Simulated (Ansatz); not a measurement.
**Data sheet: Sn (DFT)**

Sn:
```xyz
2
Lattice="3.3140 0.0000 0.0000 -1.6570 2.8700 0.0000 0.0000 0.0000 5.6762" Properties=species:S:1:pos:R:3 pbc="T T T"
Sn     0.0000     1.9134     1.4190
Sn     1.6570     0.9567     4.2571
```

Space group P6_3/mmc (No. 194), hcp (Mg type); conventional cell a = b = 3.3140 Å, c = 5.6762 Å, α = β = 90.00°, γ = 120.00°.

Method: plane-wave PAW r²SCAN (Ansatz code). Structure relaxed to zero pressure with the same functional. Other levels are named where they apply.

**Cell and energy**

```
Quantity             Result
---------------  ----------
Volume per atom    26.99 Å³
Density          7.30 g/cm³
```

**Electronic structure**

```
Quantity                                                                     Value
------------------------------------  --------------------------------------------
Electronic character                                             metallic (no gap)
Density of states at the Fermi level  0.49 states/eV per atom (mean over ±0.08 eV)
Gap with spin–orbit coupling                                       none (metallic)
```

**Mechanics**

```
Quantity                                                                                         Result
--------------------------------------------  ---------------------------------------------------------
Bulk modulus (Birch–Murnaghan fit)                                                             517 kbar
Pressure derivative B′                                                                              5.1
Elastic constants (relaxed ions, GPa)         C11 = 75.6, C12 = 52.3, C13 = 36.8, C33 = 66.7, C44 = 8.9
Mechanical stability                                             stable (all eigenvalues of C positive)
Hill bulk and shear moduli                                                            51.6 and 11.6 GPa
Young's modulus                                                                                32.3 GPa
Poisson's ratio                                                                                    0.40
Debye temperature from the elastic constants                                                      141 K
```

**Phonons**

```
Quantity                                                Result
-----------------------------  -------------------------------
Highest zone-centre frequency                          69 cm⁻¹
Zone-centre stability          unstable, softest mode 27i cm⁻¹
```

A made-up cell: these elements were put on the sites of a structure type; neither database checked (COD, Materials Project) lists it. It is not the phase usual at ambient conditions (space group No. 141). The cell keeps a stress of up to 0.2 GPa. Symmetry was held in the r²SCAN relaxation; of distortions, only those at the zone centre were tested, and some modes there are weakly imaginary. As this level gives no gap, shear constants depend on the k-mesh and smearing (Fermi–Dirac, 0.1 eV here). As this level gives no gap, phonon frequencies hold no LO–TO term and depend on the k-mesh and smearing (Fermi–Dirac, 0.1 eV here). Axis ratios of metals converge slowly with the k-mesh, so a and c are less sure than the volume. On the denser mesh and wider smearing of the elastic run this cell carries a stress of 0.6 GPa. Spin–orbit coupling is left out wherever it is not named.

Potentials: the later of the program's two PAW sets.
